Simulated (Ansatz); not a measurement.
## Structures of Ta$_{4}$C$_{3}$: which is lowest?

Plane-wave DFT in Ansatz with scalar-relativistic PAW potentials, cutoff 420 eV, Γ-centred meshes chosen by cell and gap, Gaussian smearing with energies taken to zero width. Every cell was relaxed (cell and atoms) in a run of its own, within the symmetry of its start. Functional: PBEsol.

Relaxed structures (starts from databases or built by putting these elements on another compound's sites):
A. R3m, 7 atoms in the computed cell, a = 3.103 Å, c = 30.494 Å; sites (symmetry × multiplicity) Ta 3m × 3 + 3m × 3 + 3m × 3 + 3m × 3, C 3m × 3 + 3m × 3 + 3m × 3; start: database
B. Pm-3m, 7 atoms in the computed cell, a = 4.403 Å; sites (symmetry × multiplicity) Ta 4/mm.m × 3 + m-3m × 1, C 4/mm.m × 3; start: database

Question: Rank them by energy. Could pressure change the order?

Answer:
| structure | group | E − E(lowest) (meV/atom) | V (Å³/atom) | gap on mesh (eV) |
| --- | --- | --- | --- | --- |
| A | R3m | 0.0 | 12.11 | 0.00 |
| B | Pm-3m | 111 | 12.19 | 0.00 |

A is lowest, 111 meV/atom under B. The lowest is also the densest of these, so pressure wouldn't bring one of the others in at first order. Other structures may lie lower than all of these, and vibrations aren't counted.

Spin-orbit coupling is left out, which matters for the bands of heavy elements.